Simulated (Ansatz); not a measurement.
This log comes from Ansatz, run on GaN (started from an entry of an open crystallographic database). The geometry is the r2SCAN minimum.

Structure:
```
CELL_PARAMETERS angstrom
3.18315 0.00000 0.00000
-1.59157 2.75669 0.00000
0.00000 0.00000 5.18363
ATOMIC_POSITIONS crystal
Ga 0.33333 0.66667 0.99911
Ga 0.66667 0.33333 0.49911
N 0.33333 0.66667 0.37589
N 0.66667 0.33333 0.87589
```

What the program printed (shortened):
```
Crystal: 4 atoms, lattice volume = 45.486 Å³
Basis set: ecut = 1240 eV, 4523 PW (Γ)
Bands: 22, of which v1, the nominal top of the filled ones, is band 18 counted from 1 (17 counted from 0)
Symmetry: 12 space group operations
Space group: P63mc (ITA 186)
k-points: 21 of 144 (time reversal used)
SCF 1 converged in 8 iterations: F = -4752.674529 eV  dr2 = 5.96e-9
SCF converged after 8 iterations
Free energy (F): -4752.674529 eV
Fermi energy:    10.715567 eV
--- Band table (eV; the first three rows and the last of 21) ---
  k-point 0: bands = […, 3.6436, 9.6788, 9.6788, 10.6782, 10.7156, 10.7156, 12.6699, 15.0040, 19.9448, 20.6362]
  k-point 1: bands = […, 4.6949, 9.1800, 9.8241, 9.8241, 10.5573, 10.5573, 13.8656, 15.1118, 19.5500, 20.2790]
  k-point 2: bands = […, 6.8667, 6.8667, 10.1842, 10.1842, 10.1842, 10.1842, 15.0016, 15.0016, 19.2139, 19.2139]
  k-point 20: bands = […, 4.5418, 4.5418, 6.5085, 6.5085, 9.2382, 9.2382, 17.1588, 17.1588, 18.0586, 18.0586]
--- G₀W₀: contour deformation, 6 samples at zero and on the imaginary axis and 2 off it, 144 q-points, 171 empty bands' worth ---
    ik  band        ε_KS         Σx   Σc(E_QP)       V_xc       Z   E_QP_lin       E_QP  E_QP is
     0    17     10.7156   -23.9263     3.0378   -20.2667  0.7710    10.0885    10.0937  root
     0    18     10.7156   -23.9263     3.0378   -20.2667  0.7710    10.0885    10.0937  root
     0    19     12.6699   -11.5022    -3.7057   -15.7677  0.8054    13.2328    13.2297  root
     0    20     15.0040   -10.2005    -4.4655   -15.3395  0.8114    15.6833    15.6776  root
     1    17     10.5573   -23.7914     3.0813   -20.0688  0.7707     9.9104     9.9161  root
     1    18     10.5573   -23.7914     3.0813   -20.0688  0.7707     9.9104     9.9161  root
     1    19     13.8656   -12.1692    -3.7127   -16.4901  0.7961    14.4780    14.4738  root
     1    20     15.1118   -10.1753    -4.4919   -15.3527  0.8083    15.8032    15.7972  root
     2    17     10.1842   -23.4530     3.1675   -19.6038  0.7697     9.4958     9.5025  root
     2    18     10.1842   -23.4530     3.1675   -19.6038  0.7697     9.4958     9.5025  root
     2    19     15.0016   -10.8508    -4.3577   -15.9103  0.7977    15.7101    15.7035  root
     2    20     15.0016   -10.8508    -4.3577   -15.9103  0.7977    15.7101    15.7035  root
     3    17     10.3929   -23.3748     3.0394   -19.6889  0.7706     9.7406     9.7464  root
     3    18     10.4722   -23.6707     3.0940   -19.9298  0.7704     9.8193     9.8252  root
     3    19     14.1845   -11.9661    -3.8229   -16.4208  0.7953    14.8208    14.8163  root
     3    20     16.2844   -10.4705    -4.6986   -15.9430  0.8005    17.0670    17.0584  root
     4    17     10.0097   -23.1353     3.1434   -19.2955  0.7696     9.3062     9.3134  root
     4    18     10.2630   -23.4754     3.1393   -19.6640  0.7700     9.5844     9.5909  root
     4    19     14.7647   -11.4820    -4.0697   -16.2134  0.7935    15.4319    15.4264  root
     4    20     16.3557   -10.4441    -4.7523   -15.9823  0.7962    17.1506    17.1415  root
     5    17      9.7863   -23.0354     3.2369   -19.0757  0.7686     9.0555     9.0635  root
     5    18      9.7863   -23.0354     3.2369   -19.0757  0.7686     9.0555     9.0635  root
     5    19     15.9038   -10.7328    -4.5710   -16.0433  0.7893    16.6518    16.6434  root
     5    20     15.9038   -10.7328    -4.5710   -16.0433  0.7893    16.6518    16.6434  root
     6    17      9.4534   -22.3389     3.1885   -18.4037  0.7684     8.6979     8.7068  root
     6    18      9.9628   -23.1532     3.2056   -19.2513  0.7688     9.2593     9.2665  root
     6    19     15.6138   -10.0421    -4.4488   -15.1170  0.7993    16.2451    16.2398  root
     6    20     16.4797    -9.5927    -4.6536   -14.8955  0.8101    17.1347    17.1290  root
     7    17      9.5444   -22.6795     3.2455   -18.6994  0.7676     8.8014     8.8098  root
     7    18      9.6886   -22.8914     3.2553   -18.9102  0.7680     8.9546     8.9627  root
     7    19     15.1639    -9.3980    -4.3295   -14.2467  0.8096    15.6865    15.6831  root
     7    20     16.4576    -8.9632    -4.6055   -14.1123  0.8083    17.0054    17.0013  root
     8    17      9.0845   -22.3419     3.3731   -18.1870  0.7655     8.2925     8.3028  root
     8    18      9.0845   -22.3419     3.3731   -18.1870  0.7655     8.2925     8.3028  root
     8    19     15.6178    -9.1891    -4.3798   -14.0669  0.8090    16.1189    16.1157  root
     8    20     15.6178    -9.1891    -4.3798   -14.0669  0.8090    16.1189    16.1157  root
  […]
```

The points are ik 0 = (0, 0, 0) (Γ), ik 1 = (0, 0, 1/4), ik 2 = (0, 0, -1/2), ik 3 = (0, 1/6, 0), ik 4 = (0, 1/6, 1/4), ik 5 = (0, 1/6, -1/2), ik 6 = (0, 1/3, 0), ik 7 = (0, 1/3, 1/4), ik 8 = (0, 1/3, -1/2), ik 9 = (0, -1/2, 0), ik 10 = (0, -1/2, 1/4), ik 11 = (0, -1/2, -1/2); band 18 is the last filled one.

Task: Write the input file that gave this output.

Result:
```yaml
crystal:
  # lattice and atoms as above
kpoints:
  mp_grid: { grid: [6, 6, 4] }
hamiltonian:
  xc: pbe
  pseudopotentials: { kind: nc }
scf:
  occupations: { method: fixed }
gw:
  n_empty_bands: 171
  ecut_chi: 140
  qp_bands: [v2, c2]
  qp_kpoints: band_edges
  screening: { model: contour_deformation }
```
There is no exchange loop, so no exact exchange. The quasiparticle table needs the gw block. Close relatives of this functional can't be ruled out from these lines alone. This is the file that was run; thresholds and some counts can't be read off the log exactly.

Run as `ansatz run input.yaml --threads 4 --pin off --max-ram 5529MiB --backend cpu --events-out ev --progress --plain --runs-dir out`. It took 5.7 min on 4 threads of Arm Neoverse N1 (shared host), load about 0.3 per core; peak host memory 1.3 GiB.

No spin polarisation and no zero-point or thermal motion.
